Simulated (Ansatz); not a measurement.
ZnO:
```yaml
crystal:
  lattice:
    - [3.23692, 0.00000, 0.00000]
    - [-1.61846, 2.80326, 0.00000]
    - [0.00000, 0.00000, 15.78361]
  atoms:
    - { symbol: Zn, position: [0.00000, 0.00000, 0.99991] }
    - { symbol: Zn, position: [0.00000, 0.00000, 0.49991] }
    - { symbol: Zn, position: [0.66667, 0.33333, 0.83356] }
    - { symbol: Zn, position: [0.33333, 0.66667, 0.33356] }
    - { symbol: Zn, position: [0.66667, 0.33333, 0.16667] }
    - { symbol: Zn, position: [0.33333, 0.66667, 0.66667] }
    - { symbol: O, position: [0.00000, 0.00000, 0.87462] }
    - { symbol: O, position: [0.00000, 0.00000, 0.37462] }
    - { symbol: O, position: [0.66667, 0.33333, 0.70791] }
    - { symbol: O, position: [0.33333, 0.66667, 0.20791] }
    - { symbol: O, position: [0.66667, 0.33333, 0.04103] }
    - { symbol: O, position: [0.33333, 0.66667, 0.54103] }
```

Relaxed with HSE06.

Task: Give the Bader charges and basin volumes of the independent atoms, DFT-HSE06 in the program Ansatz with PAW potentials.

Result: 

```csv
atom,Bader charge (e),Bader volume (Å³)
Zn1,+1.29,10.6
Zn3,+1.29,10.4
Zn5,+1.29,10.5
O7,-1.29,13.4
O9,-1.29,13.4
O11,-1.29,13.3
```

Space group P6_3mc. The cell is a constructed one: a structure type filled with these elements. Its sites differ from those of the usual phase in this space group: another stacking or structure type. Symmetry was held in the HSE06 relaxation; whether a distortion lowers the energy is not shown.

Potentials: the later of the program's two PAW sets.
